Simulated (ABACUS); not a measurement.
Worked example: self-consistent single point of W (P4_2/mmc, 8 atoms in the cell; from COD 9008583, changed as shown) in ABACUS.

Level of theory: LDA (PW92), PseudoDojo 0.4 standard norm-conserving LDA (tails mended) pseudopotentials (plane waves; ABACUS 3.10.1).

The change in words: lattice vector c scaled by 0.98. Reference geometry (Pm-3n):
```yaml
crystal:
  lattice:
    - [5.08300, 0.00000, 0.00000]
    - [0.00000, 5.08300, 0.00000]
    - [0.00000, 0.00000, 5.08300]
  atoms:
    - { symbol: W, position: [0.00000, 0.00000, 0.00000] }
    - { symbol: W, position: [0.50000, 0.50000, 0.50000] }
    - { symbol: W, position: [0.00000, 0.50000, 0.25000] }
    - { symbol: W, position: [0.00000, 0.50000, 0.75000] }
    - { symbol: W, position: [0.25000, 0.00000, 0.50000] }
    - { symbol: W, position: [0.75000, 0.00000, 0.50000] }
    - { symbol: W, position: [0.50000, 0.75000, 0.00000] }
    - { symbol: W, position: [0.50000, 0.25000, 0.00000] }
```

Reference input (self-consistent single point, DFT, LDA (PW92), plane waves, PseudoDojo 0.4 standard norm-conserving LDA (tails mended) pseudopotentials): KPT = MP 4 4 4 0 0 0; basis_type = pw; dft_functional = PWLDA; ecutwfc = 70 Ry; smearing_method = gaussian; smearing_sigma = 0.00367493 Ry; potentials = PseudoDojo 0.4 standard norm-conserving LDA (tails mended); symmetry = 1; ks_solver = cg; scf_nmax = 100; scf_thr = 1.0e-09 Ry; mixing_type = pulay. This run's input differs from it in these lines:

```diff
@@ -27,3 +27,3 @@
    0.0000000000    5.0830000000    0.0000000000
-   0.0000000000    0.0000000000    5.0830000000
+   0.0000000000    0.0000000000    4.9813400000
 
@@ -36,7 +36,7 @@
    0.0000000000    0.0000000000    0.0000000000
-   2.5415000000    2.5415000000    2.5415000000
-   0.0000000000    2.5415000000    1.2707500000
-   0.0000000000    2.5415000000    3.8122500000
-   1.2707500000    0.0000000000    2.5415000000
-   3.8122500000    0.0000000000    2.5415000000
+   2.5415000000    2.5415000000    2.4906700000
+   0.0000000000    2.5415000000    1.2453350000
+   0.0000000000    2.5415000000    3.7360050000
+   1.2707500000    0.0000000000    2.4906700000
+   3.8122500000    0.0000000000    2.4906700000
    2.5415000000    3.8122500000    0.0000000000
```

Log, with long lists cut:

```
 SELF-CONSISTENT
 -------------------------------------------
                                 init_chg = atomic

 PW ALGORITHM --------------- ION=   1  ELEC=   1--------------------------------
 Notice: Threshold on eigenvalues was too large.

 Density error is 0.32340374387
                          Error Threshold = 0.000207914466682
 E_KohnSham     -1214.6525229357     -16526.1954020015
 E_Fermi        1.6107872877         21.9158853785

 PW ALGORITHM --------------- ION=   1  ELEC=   2--------------------------------

 Density error is 0.0531431629528
                          Error Threshold = 0.000288753342741
   [... lines left out ...]

 Density error is 1.14392317872e-09
                          Error Threshold = 7.24914318326e-12
 E_KohnSham     -1214.7212192316     -16527.1300630574
 E_Fermi        1.5858024686         21.5759494758

 PW ALGORITHM --------------- ION=   1  ELEC=  13--------------------------------

 Density error is 2.64148108986e-10
                          Error Threshold = 1.021359981e-12
 E_KohnSham     -1214.7212192315     -16527.1300630554
 E_KS(sigma->0) -1214.7208843985     -16527.1255074186
 E_entropy(-TS) -0.0006696660        -0.0091112736
 E_Fermi        1.5858023139         21.5759473703
 charge density convergence is achieved
 final etot is -16527.130063 eV
 EFERMI = 21.57594737 eV

 STATE ENERGY(eV) AND OCCUPATIONS    NSPIN == 1
   [... 65 lines left out ...]

 TOTAL-FORCE (eV/Angstrom)
                        W1         0.0000000000         0.0000000000         0.0000000000
                        W2         0.0000000000         0.0000000000         0.0000000000
                        W3         0.0000000000         0.0000000000         0.0000000000
                        W4         0.0000000000         0.0000000000         0.0000000000
                        W5         0.0364722938         0.0000000000         0.0000000000
                        W6        -0.0364722938         0.0000000000         0.0000000000
                        W7         0.0000000000         0.0364722938         0.0000000000
   [... lines left out ...]

 TOTAL-STRESS (KBAR)
      -117.9525900761         0.0000000000         0.0000000000
         0.0000000000      -117.9525900761         0.0000000000
         0.0000000000         0.0000000000       -32.5079875667
 TOTAL-PRESSURE: -89.471056 KBAR

 --------------------------------------------
 !FINAL_ETOT_IS -16527.1300630554105737 eV
 --------------------------------------------
```

The run converged in 13 iterations. Against the reference run the free energy falls by 18.5 meV/atom, the pressure goes from -14.68 to -8.95 GPa and the largest force goes from 0.000 to 0.036 eV/Å.

Spin-orbit coupling is left out, which matters for bands and gaps with elements this heavy. No clean gap shows at this smearing width and mesh (spacing up to 0.32 Å⁻¹); the mesh is coarse for partly filled bands, so the values carry mesh errors.

Cost on one core: very roughly 2.4 core-minutes.

“Tails mended”: in these copies of the files the far tail of each local potential was reset to the Coulomb form.
